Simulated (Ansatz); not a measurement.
# InO: two-dimensional strain map

These are results of DFT r2SCAN, scalar-relativistic, plane waves, PAW in Ansatz, not measurements. Settings: plane waves to 500 eV, k-mesh 12×12×2 (Γ-centred), Gaussian smearing 0.05 eV. No spin polarisation. Energies are free energies at this smearing, counted from the undisturbed cell; pressure is positive in compression.

Zero of the scan (as given, not relaxed at this level; it stands at -1.7 GPa, and it needn't be the usual structure):

```
In O
1.0
     3.45361    0.00000    0.00000
    -1.72681    2.99092    0.00000
     0.00000    0.00000   15.87710
In O
2 2
Direct
  0.66667 0.33333 0.59002
  0.66667 0.33333 0.40998
  0.00000 0.00000 0.63987
  0.00000 0.00000 0.36013
```

The cell holds layers and no dispersion correction was added, so their binding is poorly described.

The cell is strained by p along both x and y and by q along z, fractional coordinates fixed. Points are written (p, q).

Energy above the undisturbed cell in meV/atom (a dash: not computed):

| p \ q | -0.080 | -0.040 | 0.000 | 0.040 | 0.080 |
| --- | --- | --- | --- | --- | --- |
| -0.080 | 288.9 | 222.5 | 186.6 | 174.1 | 179.2 |
| -0.040 | 73.8 | 30.9 | 16.5 | 23.6 | 47.0 |
| 0.000 | 27.0 | 0.1 | 0.0 | 19.8 | 54.5 |
| 0.040 | 95.5 | 79.3 | 88.4 | 116.0 | 157.3 |
| 0.080 | 241.4 | 231.9 | 246.4 | 278.4 | 323.1 |

Pressure in GPa:

```
 p \ q  -0.080  -0.040  0.000  0.040  0.080
-0.080    15.6    12.7   10.4    8.4    6.8
-0.040     6.6     4.5    2.9    1.7    0.6
 0.000     0.8    -0.7   -1.7   -2.6   -3.2
 0.040    -2.9    -3.9   -4.6   -5.1   -5.4
 0.080    -5.1    -5.8   -6.2   -6.5   -6.7
```

Gap on the k-mesh in eV:

```
 p \ q  -0.080  -0.040  0.000  0.040  0.080
-0.080    1.06    0.81   0.54   0.24   0.00
-0.040    1.07    0.88   0.67   0.44   0.21
 0.000    1.00    0.87   0.71   0.54   0.36
 0.040    0.76    0.73   0.69   0.57   0.44
 0.080    0.49    0.49   0.48   0.47   0.45
```

Where the gap reads zero the k-mesh, chosen for the insulator, is on the coarse side.

Cost: 25 runs of about 4.6 core-minutes in all, on AMD EPYC 9R45 (Zen 5) (shared hosts).